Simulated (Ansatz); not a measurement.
Relaxed-ion elastic tensor of V (bcc (W type), space group No. 229) in GPa (Voigt order), PBEsol (plane waves, PAW; program Ansatz); density 6.54 g/cm³, 12.94 Å³ per atom.

```tsv
	1	2	3	4	5	6
1	293	149	149	0.0	0.0	0.0
2	149	293	149	0.0	0.0	0.0
3	149	149	293	0.0	0.0	0.0
4	0.0	0.0	0.0	21.5	0.0	0.0
5	0.0	0.0	0.0	0.0	21.5	0.0
6	0.0	0.0	0.0	0.0	0.0	21.5
```

**Question.** Is the crystal mechanically stable?

**Answer.** Yes: the smallest eigenvalue of C is 21.5 GPa.

**Question.** Work out the Voigt, Reuss and Hill averages.

**Answer.** K_V = 197, K_R = 197, K_H = 197; G_V = 41.5, G_R = 29.8, G_H = 35.7 GPa.

**Question.** Give Young's modulus, Poisson's ratio, Pugh's ratio and the universal anisotropy index.

**Answer.** E = 9KG/(3K + G) = 101 GPa; ν = 0.41; K/G = 5.53 (ductile by the Pugh limit of 1.75); A_U = 5G_V/G_R + K_V/K_R − 6 = 1.97.

**Question.** Estimate the sound speeds and the Debye temperature.

**Answer.** v_l = √((K + 4G/3)/ρ) = 6120 m/s, v_t = √(G/ρ) = 2340 m/s, mean 2650 m/s; Θ = (h/k)(3n/4πV)^(1/3) v_m = 336 K.

**Question.** Give the Zener ratio and Young's modulus along [100], [110] and [111].

**Answer.** A = 2C44/(C11 − C12) = 0.30; 1/E = S11 − 2(S11 − S12 − S44/2)Γ with Γ = 0, 1/4, 1/3 gives 192, 74.7, 62.1 GPa.

Space group Im-3m (bcc (W type)). The cell was relaxed with PBEsol under the symmetry of its start. The workflow began spin-polarised and lost its moments. As this level gives no gap, shear constants depend on the k-mesh and smearing (Fermi–Dirac, 0.1 eV here). On the denser mesh and wider smearing of the elastic run this cell carries a stress of 0.4 GPa.

Potentials: the later of the program's two PAW sets.
